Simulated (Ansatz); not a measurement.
**Property card for SiC**

SiC:
```yaml
crystal:
  lattice:
    - [5.32202, 0.00000, 0.00000]
    - [0.00000, 5.32202, 0.00000]
    - [0.00000, 0.00000, 5.32202]
  atoms:
    - { symbol: Si, position: [0.25000, 0.00000, 0.50000] }
    - { symbol: Si, position: [0.75000, 0.00000, 0.50000] }
    - { symbol: Si, position: [0.50000, 0.25000, 0.00000] }
    - { symbol: Si, position: [0.50000, 0.75000, 0.00000] }
    - { symbol: Si, position: [0.00000, 0.50000, 0.25000] }
    - { symbol: Si, position: [0.00000, 0.50000, 0.75000] }
    - { symbol: C, position: [0.00000, 0.25000, 0.50000] }
    - { symbol: C, position: [0.00000, 0.75000, 0.50000] }
    - { symbol: C, position: [0.25000, 0.50000, 0.00000] }
    - { symbol: C, position: [0.75000, 0.50000, 0.00000] }
    - { symbol: C, position: [0.50000, 0.00000, 0.75000] }
    - { symbol: C, position: [0.50000, 0.00000, 0.25000] }
```

Space group Pm-3n (No. 223); conventional cell a = b = c = 5.322 Å, α = β = γ = 90.00°.

Method: r²SCAN (plane waves, PAW; program Ansatz). Geometry: relaxed at this level of theory. Other levels are named where they apply.

Cell and energy:

| Quantity | Result |
|---|---|
| Volume per atom | 12.56 Å³ |
| Density | 2.65 g/cm³ |
| Formation energy from the elements (no fitted shifts) | -0.043 eV/atom |

Electronic structure:

| Item | Result |
|---|---|
| Band gap | 2.10 eV (indirect) |
| Valence-band maximum | at Γ |
| Conduction-band minimum | on the Γ–X line, 75 % of the way from Γ (6 equivalent valleys) |
| Smallest direct gap on the standard path | 2.29 eV |
| Electron effective mass | 0.35, 0.35, 0.47 mₑ (principal values) |
| Hole effective mass, band 1 of 3 at the edge | 4.1 along [100], 4.2 along [110], 0.62 along [111] (mₑ) |
| Hole effective mass, band 2 of 3 at the edge | 4.1 along [100], 0.43 along [110], 0.62 along [111] (mₑ) |
| Hole effective mass, band 3 of 3 at the edge | 0.20 along [100], 0.33 along [110], 0.42 along [111] (mₑ) |
| HSE06 gap on the r²SCAN cell | 2.85 eV |

Mechanics:

| Quantity | Result |
|---|---|
| Bulk modulus (Birch–Murnaghan fit) | 178 GPa |
| Pressure derivative B′ | 3.9 |
| Elastic constants (relaxed ions, GPa) | C11 = 412, C12 = 61.5, C44 = 88.7 |
| Mechanical stability | stable (all eigenvalues of C positive) |
| Hill bulk and shear moduli | 178 and 117 GPa |
| Young's modulus | 288 GPa |
| Poisson's ratio | 0.23 |
| Debye temperature from the elastic constants | 943 K |

Charges:

| Quantity | Value |
|---|---|
| Bader charges | Si +2.88, C -2.88 e |

The start of the workflow was typed in or built on a structure type; neither database checked (COD, Materials Project) lists it. It is not the phase usual at ambient conditions (space group No. 186, 216). Symmetry was held in the r²SCAN relaxation; its stability against distortions is not shown here. The references are the lowest solids computed at this level, not always the standard phases.

Potentials: the later of the program's two PAW sets.
